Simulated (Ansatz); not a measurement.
Starting cell, Pd (fcc, Cu type):

```yaml
crystal:
  lattice:
    - [3.87574, 0.00000, 0.00000]
    - [0.00000, 3.87574, 0.00000]
    - [0.00000, 0.00000, 3.87574]
  atoms:
    - { symbol: Pd, position: [0.00000, 0.00000, 0.00000] }
    - { symbol: Pd, position: [0.50000, 0.50000, 0.00000] }
    - { symbol: Pd, position: [0.50000, 0.00000, 0.50000] }
    - { symbol: Pd, position: [0.00000, 0.50000, 0.50000] }
```

In each cell atom 3 (Pd, nearest neighbour Pd at 2.741 Å; its periodic images, 3.9 Å or more away, move with it) moves by s·(-0.707, -0.707, 0.000) (towards the nearest neighbour), the rest being held.

Computed with PBEsol (plane waves to 420 eV, PAW, scalar-relativistic; Ansatz, a program for electronic structure). k mesh 10×10×10 (Γ-centred), Fermi-Dirac smearing 0.05 eV. The energy includes the smearing's −TS. With partly filled bands, energies and forces of such displacements shift with the k mesh and the smearing. On this mesh the relaxed cell isn't quite at rest: it carries a pressure of -0.1 GPa (compression positive) at the zero of the scan. Pd is run without spin polarisation. Pd was relaxed with its symmetry unable to fall. ΔE is measured from the undisplaced structure. The last digit holds for this mesh only.

| s (Å) | ΔE (meV/cell) |
|---|---|
| -0.550 | withheld |
| -0.440 | 1078.1 |
| -0.330 | 575.2 |
| -0.220 | 248.6 |
| -0.110 | 61.5 |
| 0.000 | 0.0 |
| 0.110 | 61.5 |
| 0.220 | 248.6 |
| 0.330 | 575.2 |
| 0.440 | 1078.1 |
| 0.550 | withheld |

Problem. Fit an even polynomial form (powers 2, 4, 6) to the given rows and predict ΔE at s = -0.550.

Solution. Least squares on the 9 given rows: ΔE = (5058)·s² + (1304)·s⁴ + (6886)·s⁶, in meV/cell with s in Å; root-mean-square residual 0.05 meV/cell. At -0.550 the fit gives 1840.0 meV/cell; the calculation gives 1827.9 meV/cell, so the extrapolation is off by 12.1 (+0.7 %). The quadratic term alone would give 1530.0 meV/cell.

(For displaced atoms, the force is minus the slope of the energy, and its curvature is a force constant, which sets phonon frequencies.)
